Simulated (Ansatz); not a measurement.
A geometry of Sb away from equilibrium: step 3 of the relaxation of a relaxed Sb cell with every coordinate shifted by Gaussian noise of σ = 0.2 Å. All values below come from PBE (plane waves to 420 eV, PAW, scalar-relativistic; Ansatz, a program for electronic structure). Γ-centred k-mesh 9×9×9 on the run's cell (coarser than for final values), Fermi–Dirac smearing 0.05 eV.

```xyz
2
Lattice="2.2160 1.2364 3.8415 -2.1510 1.2280 3.8073 0.0252 -2.5898 3.8656" Properties=species:S:1:pos:R:3:forces:R:3 pbc="T T T" free_energy=-12969.134 pressure_GPa=-0.2
Sb     0.0561    -0.2674     2.7610    0.2666   -0.1440   -0.0027
Sb     0.2192    -0.4489     8.8942   -0.2666    0.1440    0.0027
```

Positions in Å, forces in eV/Å, free energy of the cell in eV (comparable only within this code, potentials and settings). Largest force: 0.30 eV/Å, on Sb1, Sb2 (atoms numbered as listed); the geometry lies 0.01 eV/atom above the end of its relaxation.

No spin polarisation in the result.

The run could not lose the symmetry of its start.
